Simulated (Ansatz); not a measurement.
PW (CsCl type, Pm-3m), PBEsol in the plane-wave PAW code Ansatz, all energies at zero smearing, with the estimated change up to a 700 eV cutoff added, with one set of potentials and settings (totals compare only within such a set). Cell of 2 atoms (1 W, 1 P): -10998.080 eV.

```
element             reference phase  E (eV/atom)
-------  --------------------------  -----------
W        Im-3m, 1 atoms in the cell  -10257.5790
P         Cmce, 4 atoms in the cell    -740.0363
```

Formation energy per atom, worked out: (-10998.080 − 1×(-10257.5790) − 1×(-740.0363))/2 = -0.233 eV/atom (-22 kJ per mol of atoms), at 0 K, without zero-point energy or fitted corrections.

The cell is a constructed one: a structure type filled with these elements; neither database checked (COD, Materials Project) lists it. COD files the formula under space group No. 62. Whether it is the stable phase at ambient conditions was not checked. The PBEsol relaxation kept the symmetry of its start; whether a distortion lowers the energy is not shown. The run is not spin-polarised. The references are the lowest solids computed at this level, not always the standard phases. Scalar-relativistic: spin–orbit coupling is off unless named, which matters more the heavier the elements.

Potentials: the earlier of the program's two PAW sets. The files were generated under PBE; for other functionals the program regenerates the frozen cores, and for LDA and PBEsol the local potential too.
